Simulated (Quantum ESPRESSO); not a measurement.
pw.x input (Quantum ESPRESSO 7.5; PBEsol, PseudoDojo standard norm-conserving files, scalar-relativistic):

```
&CONTROL
  calculation = 'scf'
  pseudo_dir = './pseudo'
  outdir = './out'
  tprnfor = .true.
  tstress = .true.
/
&SYSTEM
  ibrav = 0
  nat = 5
  ntyp = 3
  ecutwfc = 84.0
  ecutrho = 336.0
  occupations = 'smearing'
  smearing = 'fd'
  degauss = 0.002
  nbnd = 25
/
&ELECTRONS
  conv_thr = 5e-10
/
ATOMIC_SPECIES
N 14.0070 N.upf
O 15.9990 O.upf
Ag 107.8682 Ag.upf
CELL_PARAMETERS angstrom
  2.575121748579   1.486747234738   2.783998804000
 -2.575121748579   1.486747234738   2.783998804000
  0.000000000000  -2.973494469477   2.783998804000
ATOMIC_POSITIONS crystal
N   0.575494552400   0.575494552400   0.575494552400
O   0.436169450800   0.436169450800   0.861404477100
O   0.861404477100   0.436169450800   0.436169450800
O   0.436169450800   0.861404477100   0.436169450800
Ag   0.992142068800   0.992142068800   0.992142068800
K_POINTS automatic
8 8 8 0 0 0
```

End of the output:

```

[...]
     the Fermi energy is     6.4367 ev
!    total energy              =    -428.97718507 Ry
     estimated scf accuracy    <          1.8E-10 Ry
     smearing contrib. (-TS)   =      -0.00000000 Ry
     internal energy E=F+TS    =    -428.97718507 Ry
     The total energy is F=E-TS. E is the sum of the following terms:
     one-electron contribution =    -224.38568834 Ry
     hartree contribution      =     130.29869899 Ry
     xc contribution           =     -76.42898532 Ry
     ewald contribution        =    -258.46121040 Ry
     convergence has been achieved in  10 iterations
     Forces acting on atoms (cartesian axes, Ry/au):
     atom    1 type  1   force =     0.00000000    0.00000000    0.00059947
     atom    2 type  2   force =     0.00000000    0.00964796   -0.00051397
     atom    3 type  2   force =    -0.00835538   -0.00482398   -0.00051397
     atom    4 type  2   force =     0.00835538   -0.00482398   -0.00051397
     atom    5 type  3   force =     0.00000000   -0.00000000    0.00094244
     Total force =     0.016772     Total SCF correction =     0.000042
     Computing stress (Cartesian axis) and pressure
          total   stress  (Ry/bohr**3)                   (kbar)     P=      -30.23
  -0.00026564  -0.00000000   0.00000000          -39.08       -0.00        0.00
   0.00000000  -0.00026564  -0.00000000            0.00      -39.08       -0.00
   0.00000000  -0.00000000  -0.00008529            0.00       -0.00      -12.55
```
In a gapped system the printed Fermi energy is only some level inside the gap.

Spin-orbit coupling is not included.

Geometry relaxed with PBE+D3(BJ).
